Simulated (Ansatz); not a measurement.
# Notes on a calculation: NbAs (zincblende structure)

The computed numbers are results of PBEsol, scalar-relativistic (no spin polarisation) in the plane-wave PAW code Ansatz at 420 eV, Γ-centred 10×10×10 mesh, 0.05 eV Gaussian smearing; PAW files: Ansatz's generated set soft_2.

This is a trial structure; measured cells of the compound in the Crystallography Open Database are in space group I41md.

The first cell:

```
Nb As
1.0
     0.00000    2.60315    2.60315
     2.60315    0.00000    2.60315
     2.60315    2.60315    0.00000
Nb As
1 1
Cartesian
  0.0000 0.0000 0.0000
  1.3016 1.3016 1.3016
```

The first steps of the search for zero pressure:

```tsv
run	level	k-mesh	kind	V (Å³/atom)	P (GPa)	gap on the mesh (eV)
1	PBEsol	10×10×10	fixed cell	17.64	54.8	metal
```

(1) At which volume does PBEsol reach zero pressure?

Answer:

(1) 23.68 Å³/atom, about 34.3 % over the start.

The steps that followed:

```tsv
run	level	k-mesh	kind	V (Å³/atom)	P (GPa)	E − E(final) (meV/atom)	gap on the mesh (eV)
2	PBEsol	10×10×10	fixed cell	19.76	26.9	281.8	metal
3	PBEsol	10×10×10	fixed cell	22.13	8.0	36.4	metal
4	PBEsol	10×10×10	fixed cell	23.81	-0.5	0.2	metal
5	PBEsol	10×10×10	fixed cell	23.68	0.0	0.0	metal
```

The final structure (symmetry read at 0.01 Å). It takes space group F-43m (No. 216, cubic). The conventional cell has a = 5.744 Å, b = 5.744 Å, c = 5.744 Å, α = 90.00°, β = 90.00°, γ = 90.00°. Nb (site symmetry -43m) is surrounded by 4 As at 2.49 Å. As (site symmetry -43m) has 4 Nb at 2.49 Å as nearest neighbours. (Neighbours are counted to 15 % beyond the shortest distance.)

```json
{"atom": "Nb", "site": "4a", "symmetry": "-43m", "x": "0.0000", "y": "0.0000", "z": "0.0000"}
{"atom": "As", "site": "4d", "symmetry": "-43m", "x": "0.2500", "y": "0.2500", "z": "0.7500"}
```

At the final geometry the gap, band path included, is zero (metallic). The equation of state gives B0 = 102 GPa and B0′ = 4.2. Against the elements' standard states, run alike and uncorrected, the formation energy is 0.36 eV/atom, so this structure is unstable against them at this level.
